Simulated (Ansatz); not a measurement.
Polymorphs of SnC, each relaxed with PBEsol in the plane-wave PAW code Ansatz:

A: wurtzite (P6_3mc)
a = b = 3.553 Å, c = 5.818 Å, α = β = 90.00°, γ = 120.00°

```json
[
 {"atom": "Sn", "site": "2b", "symmetry": "3m.", "x": "0.3333", "y": "0.6667", "z": "0.0002"},
 {"atom": "C", "site": "2b", "symmetry": "3m.", "x": "0.6667", "y": "0.3333", "z": "0.1248"}
]
```

B: CsCl type (Pm-3m)
a = 3.0566 Å, b = 3.0566 Å, c = 3.0566 Å, α = 90.00°, β = 90.00°, γ = 90.00°

```csv
atom,site,symmetry,x,y,z
Sn,1a,m-3m,0.0000,0.0000,0.0000
C,1b,m-3m,0.5000,0.5000,0.5000
```

### Question
Order them by energy per atom at 0 K (lowest first) at the level PBEsol.

### Answer
A (+0 meV/atom), B (+1258 meV/atom)

### Question
Give each one's gap.

### Answer
A 0.97 eV; B no gap.

Constructed cells (a structure type filled with these elements, in neither database checked): B. Typed or built starts, not in the databases checked: A. Unstable at this level: B. All cells were relaxed under the symmetry of their starts (and spin orders); stability against distortions was not tested throughout. Scalar-relativistic: spin–orbit coupling is off unless named, which matters more the heavier the elements.

Energies hold the estimated change up to a 700 eV cutoff; steps of a few meV lie near the error of the meshes.

Potentials: the later of the program's two PAW sets.
